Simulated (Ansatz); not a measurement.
MoSi2 (MoSi2 type, space group I4/mmm)

```
CELL_PARAMETERS angstrom
     -1.60108     1.60108     3.90975
      1.60108    -1.60108     3.90975
      1.60108     1.60108    -3.90975
ATOMIC_POSITIONS crystal
  Mo 0.00000 0.00000 0.00000
  Si 0.33530 0.33530 0.00000
  Si 0.66470 0.66470 0.00000
```

In this cell atom 1 (Mo, nearest neighbour Si at 2.605 Å; its periodic images, 3.2 Å or more away, move with it) is moved by s towards the nearest neighbour, unit vector (-0.615, -0.615, -0.494); all other atoms and the cell stay fixed.

Calculation: r2SCAN (plane waves to 500 eV, PAW, scalar-relativistic; Ansatz, a quantum-chemistry and plane-wave program). k mesh 12×12×12 (Γ-centred), Fermi-Dirac smearing 0.05 eV. Energies are smeared free energies. Left out: 4 of 11 points, with atoms too close for the PAW data. With partly filled bands, energies and forces of such displacements shift with the k mesh and the smearing. MoSi2 is run without spin polarisation. MoSi2 was relaxed with its symmetry unable to fall. The PAW data are Ansatz's earlier set. The zero of ΔE is the undisplaced structure. The last digit holds for this mesh only.

```csv
s (Å),ΔE (meV/cell)
-0.468,1490.4
-0.312,590.3
-0.156,137.2
0.000,0.0
0.156,137.2
0.312,590.3
0.468,1490.4
```

Q: What force constant k = d²E/ds² at s = 0 does the table give?

A: 11 eV/Å². It is the second difference of the nearest points, corrected with the next pair.

Q: With k = 10.98 eV/Å² from the forces, is the well harmonic out to s = 0.468 Å?

A: ½ks² = 1203 meV/cell against the computed 1490 meV/cell, so the well is stiffer than harmonic there.

(For displaced atoms, the force is minus the slope of the energy, and its curvature is a force constant, which sets phonon frequencies.)
